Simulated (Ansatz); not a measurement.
## Structure types of Bi compared at 360 GPa

Structure types of Bi are relaxed in primitive cells with their symmetry kept at 360 GPa, first on PAW files, then by LAPW. The enthalpy is E + pV at zero temperature, without zero-point motion. Only the types listed were tried, and differences under about 5 meV/atom are mesh noise. The real phase may be another.

All numbers are PBEsol results (scalar-relativistic) from Ansatz 0.2.0, with Fermi–Dirac smearing of 0.08 eV, no spin polarisation. Methods: LAPW: all electrons, basis error target 0.5 meV/atom; PAW: frozen-core files, cutoff 420 eV.

k meshes: fcc 17×17×17, bcc 18×18×18, hcp 16×16×9, beta tin 17×17×17, diamond 13×13×13, simple hexagonal 17×17×16.

Spin–orbit coupling is left out, which matters for the heavy atoms. The PAW files were made under PBE.

Question: Order the types by LAPW enthalpy, lowest first.
A. diamond
B. hcp
C. simple hexagonal
D. beta tin
E. fcc
F. bcc

Answer: F (0 meV/atom), B (66 meV/atom), E (112 meV/atom), C (1796 meV/atom), D (2013 meV/atom), A (10883 meV/atom).

| start type | ends as | a, b, c (Å) | V (Å³/atom) | H − H(lowest), LAPW (meV/atom) | same, PAW |
| --- | --- | --- | --- | --- | --- |
| fcc | fcc, Fm-3m | 3.731, 3.731, 3.731 | 12.99 | 111.7 | 112.0 |
| bcc | bcc, Im-3m | 2.961, 2.961, 2.961 | 12.98 | 0.0 | 0.0 |
| hcp | hcp, P6_3/mmc | 2.665, 2.665, 4.229 | 13.01 | 65.9 | 66.4 |
| beta tin | beta tin, I4_1/amd | 4.664, 4.664, 2.494 | 13.56 | 2013.2 | 2014.6 |
| diamond | diamond, Fd-3m | 5.022, 5.022, 5.022 | 15.83 | 10883.3 | 10898.4 |
| simple hexagonal | simple hexagonal, P6/mmm | 2.551, 2.551, 2.399 | 13.52 | 1795.8 | 1797.0 |

Question: Split the lead of bcc over hcp into energy and pV.

Answer: For hcp less bcc: ΔE = +7.3 meV/atom, and p·ΔV = 360 GPa × +0.0261 Å³ × 6.242 meV/(GPa·Å³) = +58.6 meV/atom, together 65.9 meV/atom. bcc wins on both counts.
